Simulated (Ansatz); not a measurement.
The elements of this relaxed trial crystal are hidden behind letters.

```
lattice vectors (Å)
  -2.0016    2.0016    8.5041
   2.0016   -2.0016    8.5041
   2.0016    2.0016   -8.5041
fractional positions
X 0.0000 0.0000 0.0000
X 0.6707 0.6707 0.0000
X 0.3293 0.3293 0.0000
Z 0.2500 0.7500 0.5000
Q 0.5853 0.0853 0.5000
Q 0.9147 0.4147 0.5000
```

Theory: Ansatz, DFT PBE, scalar-relativistic, plane waves, PAW. Cutoff 420 eV, Γ-centred 12×12×12 mesh (6-atom cell), Gaussian smearing of 0.02 eV, no spin polarisation.

* Space group: I-4m2 (No. 119)
* Conventional cell: a = 4.003 Å, c = 17.008 Å
* Volume per atom: 22.71 Å³
* Density: 4.75 g/cm³
* Energy over the elements: −0.371 eV/atom
* Gap on the 12×12×12 mesh of the 6-atom cell: 0.58 eV

Energies are uncorrected and count from the elements' standard states at the same level.

Question: X is a p-block element of period 4, Z is a p-block element of period 3 and Q is a p-block element of period 4. Which elements are they?

Answer: X = Ga, Z = P, Q = As, so the formula is Ga3As2P. Density times volume gives a mean mass of 4.75 × 22.71/1.6605 = 65.0 u per atom, and this set has 65.0 u. Ga on a site of symmetry -4m2 has 4 As at 2.47 Å; P has 4 Ga at 2.41 Å; As has 4 Ga at 2.47 Å; 1 more site not described. Other sets within the hints have nearly the same mass, so mass alone doesn't settle it; this one was computed.

Kohn–Sham gaps at this level usually fall short of measured ones. Symmetry constrained the relaxation, so the result can be a saddle point.
